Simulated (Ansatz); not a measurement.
# Mg$_{2}$Sc: a fit and a missing row

Mg$_{2}$Sc, Cmcm, a = 3.284 Å, b = 16.400 Å, c = 5.171 Å. The structure is a Materials Project entry; whether it is the stable form wasn't checked. Ansatz: r2SCAN, PAW, 500 eV, Γ-centred 12×12×8 mesh on 6 atoms, Gaussian smearing 0.10 eV; no spin polarisation. Shape and atoms are relaxed at each volume; pressure is positive in compression.

```
V (Å³/atom) P (GPa)
     21.820     3.19
     22.516     1.48
     23.213    -0.01
     23.909    -1.28
     24.605        ?
```

Q: Take V0 = 23.213 Å³/atom, count pressures from its P0 = -0.01 GPa, fit the third-order Birch–Murnaghan form to the other rows, and predict the missing pressure.

A: With the Eulerian strain f = ½[(V0/V)^(2/3) − 1] and y = (P − P0)/[3f(1 + 2f)^(5/2)], the form is the line y = B0 + 1.5 B0 (B0′ − 4) f. Rows (f, y): 0.02106, 45.7; 0.01027, 46.0; -0.00975, 45.6. Means f = 0.007193, y = 45.767; Σ(Δf)² = 0.0004888, ΣΔfΔy = 0.002617; the slope is their ratio. y = 45.73 + 5.354 f GPa, so B0 = 45.7 GPa and B0′ = 4 + 2 × (5.354)/(3 × 45.73) = 4.08. At V = 24.605, f = -0.01904, y = 45.63 and P = -2.38 GPa. The run gave -2.40 GPa, so the fit is 0.02 GPa too high, a small miss on the scale of the series. The form still works here, 33 % of the fitted range beyond its end.